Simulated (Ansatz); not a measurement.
**SnSe$_{2}$: from a starting cell to a relaxed one**

The start is a relaxed SnSe2 cell with every coordinate shifted by Gaussian noise of σ = 0.45 Å. A full variable-cell relaxation at zero pressure is run with r2SCAN (plane waves to 500 eV, PAW, scalar-relativistic; Ansatz, a first-principles code). The first steps use a coarse 7×7×4 k-mesh.

Initial structure:
```
SnSe2
1.0
    3.84050     0.00000     0.00000
   -1.92025     3.32597     0.00000
    0.00000     0.00000     6.52513
Sn Se
1 2
Direct
  0.10189   0.11990   0.10992
  0.47350   0.86240   0.07966
  0.55352   0.38477   0.74068
```

Q: How large is the pressure on the unrelaxed cell, and of which sign?

A: +33.7 GPa (positive: the cell is compressed).

Q: What is the largest force in the starting geometry, and on which atom (counted from 1)?

A: 6.57 eV/Å, on Se2 (atoms numbered as listed).

Q: By how much does the energy per atom fall from start to end?

A: 2.23 eV/atom.

Q: How does the volume per atom move from start to end?

A: +15.3 %, from 27.78 to 32.03 Å³/atom.

Q: Is the parent structure recovered?

A: It does not go back: it is caught in P1 (No. 1), 0.325 eV/atom above the parent.

Q: How do the shortest distances between atoms change?

A: The closest pairs of elements (up to four, under 3.6 Å), start → end: Se–Sn 2.11 → 2.68 Å; Se–Se 2.90 → 2.44 Å.

Q: What band gap does the relaxed structure have at this level?

A: 0.72 eV, indirect (valence top at k = (0.375, -0.125, -0.4286), conduction bottom at T2) (no spin-orbit coupling).

Q: Write out the relaxed structure.

A: 
```xyz
3
Lattice="4.2021 0.0000 0.0000 -0.3646 4.4135 0.0000 -0.0398 -0.3900 5.1811" Properties=species:S:1:pos:R:3 pbc="T T T"
Sn     0.3989     3.9511     0.8036
Se     2.9511     1.3734     0.3525
Se     1.9061    -0.2228     3.6636
```

Final values are on a 8×8×7 k-mesh of the relaxed cell. The relaxed cell holds bonded Se–Se pairs (2.44 Å). No spin polarisation in the result.

The relaxed structure here is a generated cell of SnSe2: the first start was made by placing the elements on the sites of a structure type, and the end was not matched to a known phase here, so it may be hypothetical. Known forms of SnSe2 include space group No. 164.
